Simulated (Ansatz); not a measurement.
In PBEsol (plane waves, PAW; program Ansatz), CsSnI3 in the orthorhombic phase (Pnma; Cs on 4c, Sn on 4a, I on 4c, I on 8d) relaxes to a = 8.778 Å, b = 12.238 Å, c = 8.380 Å. Sn has 6 nearest neighbours from 3.10 Å (octahedral). Its formation energy from the elements is -0.94 eV/atom, with no fitted shifts.

It is gapped at this level: 0.55 eV (direct). The valence maximum lies at Γ and the conduction minimum at Γ. The screened hybrid HSE06 puts the gap at 0.97 eV. Electrons at the band edge weigh 0.068, 0.20, 0.87 mₑ (principal values). The hole mass is 0.063, 0.075, 0.093 mₑ (principal values).

An equation-of-state fit gives a bulk modulus of 15.3 GPa. The elastic constants imply a Debye temperature near 112 K.

The PBEsol relaxation kept the symmetry of its start. The references are the lowest solids computed at this level, not always the standard phases. Scalar-relativistic: spin–orbit coupling is off unless named, which matters more the heavier the elements.

Potentials: the later of the program's two PAW sets.
